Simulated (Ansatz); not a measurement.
Relax this structure to zero stress and force, keeping its symmetry:

```cif
data_structure
_symmetry_space_group_name_H-M 'P 1'
_symmetry_Int_Tables_number 1
_cell_length_a 3.6732
_cell_length_b 3.6732
_cell_length_c 3.6732
_cell_angle_alpha 60.000
_cell_angle_beta 60.000
_cell_angle_gamma 60.000
_cell_volume 35.05
loop_
_atom_site_label
_atom_site_type_symbol
_atom_site_fract_x
_atom_site_fract_y
_atom_site_fract_z
_atom_site_occupancy
Sr1 Sr 0.50000 0.50000 0.50000 1
O1 O 0.00000 0.00000 0.00000 1
```

Method: DFT PBE+D3(BJ), scalar-relativistic, plane waves, PAW (Ansatz).

Settings: cutoff 420 eV, Γ-centred mesh 8×8×8 on the computed 2-atom cell, Gaussian smearing of 0.02 eV; no spin polarisation.

Task: What does it relax to?

Result: The volume drops by 0.46 Å³/atom to 17.07 Å³/atom, and the energy falls by 3.2 meV/atom. Final structure:
```
Sr O
1.0
     0.00000    2.57467    2.57467
     2.57467    0.00000    2.57467
     2.57467    2.57467    0.00000
Sr O
1 1
Direct
  0.50000 0.50000 0.50000
  0.00000 0.00000 0.00000
```

Course of the relaxation (steps run on the plane waves of an earlier cell, and the basis is chosen afresh near the end, so energy and pressure can step there; trial steps that raised the energy were taken back; energies are free energies):

```json
{"step": "1", "E − E_final (meV/atom)": "3.2", "P (GPa)": "-2.24", "V (Å³/atom)": "17.52"}
{"step": "2", "E − E_final (meV/atom)": "1.8", "P (GPa)": "2.66", "V (Å³/atom)": "16.63"}
{"step": "3", "E − E_final (meV/atom)": "-0.8", "P (GPa)": "-0.10", "V (Å³/atom)": "17.10"}
{"step": "4", "E − E_final (meV/atom)": "-0.9", "P (GPa)": "0.00", "V (Å³/atom)": "17.08"}
{"step": "5", "E − E_final (meV/atom)": "-0.1", "P (GPa)": "-0.09", "V (Å³/atom)": "17.08"}
{"step": "6", "E − E_final (meV/atom)": "-0.1", "P (GPa)": "0.00", "V (Å³/atom)": "17.07"}
{"step": "7", "E − E_final (meV/atom)": "0.0", "P (GPa)": "-0.01", "V (Å³/atom)": "17.07"}
```

Cost: 1 run of about 0.12 core-minutes, on Arm Neoverse V1 (shared hosts).